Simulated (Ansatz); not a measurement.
# Notes on WC

```
CELL_PARAMETERS angstrom
2.93509 0.00000 0.00000
-1.46755 2.54186 0.00000
0.00000 0.00000 2.86635
ATOMIC_POSITIONS crystal
W 0.00000 0.00000 0.00000
C 0.66667 0.33333 0.50000
```

Level: PBE, spin-orbit coupling; 420 eV; 10×10×9 Γ-centred mesh; methfessel-paxton occupations (width 0.014 eV); Ansatz 0.2.0, fixed geometry.

The state carries no moments; the state need not be the lowest.

Charges: Bader charges in e: W +1.42, C -1.42. In the mean W gives up most and C takes most.
Electronic structure: It is a metal, with about 0.24 states/eV a cell as the mean within 0.25 eV of the Fermi level, mostly W d (72 %) and C p (21 %).
Formation energy: -0.12 eV an atom against the elements' usual phases (free molecules for gases, crystals otherwise, with no correction for O₂ or N₂), so it is bound against them; other compounds may still compete. Relaxing would lower it.
Stress: The pressure is -6.4 GPa (compression positive), so with the atoms held at these fractions the cell would first shrink. The principal stresses -8.4, -5.3, -5.3 GPa differ, so its shape would change too.

Origin: a database entry at a rescaled volume. Caveats: the SCF threshold is loose for a stress.
